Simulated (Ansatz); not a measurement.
Input and command of a plane-wave DFT calculation in Ansatz:

```yaml
crystal:
  lattice:
    - [3.48, 0.0, 0.0]
    - [0.0, 3.48, 0.0]
    - [0.0, 0.0, 3.48]
  atoms:
    - { symbol: Sc, position: [0.5, 0.5, 0.5] }
    - { symbol: Hg, position: [0.0, 0.0, -0.0646551724] }
basis:
  ecutwfc: 420
kpoints:
  mp_grid: { grid: [14, 14, 14] }
hamiltonian:
  xc: pbesol
scf:
  occupations: { method: gaussian, width: 0.15 }
output:
  forces: true
  stress: true
  eigenvalues: true
```

```bash
ansatz run input.yaml --threads 1 --pin off --max-ram 2560MiB --backend cpu --events-out ev --progress --plain --runs-dir out
```

Processor: Arm Neoverse V1, 1 thread, on a host shared with other jobs.

**Question.** Estimate time, memory and problem size.

**Answer.** About 17 s on 1 thread of Arm Neoverse V1 (shared host), peak memory 0.51 GiB. It solves 20 bands at 288 k points (the mesh reduced by symmetry) with about 799 plane waves, in 6 SCF iterations.
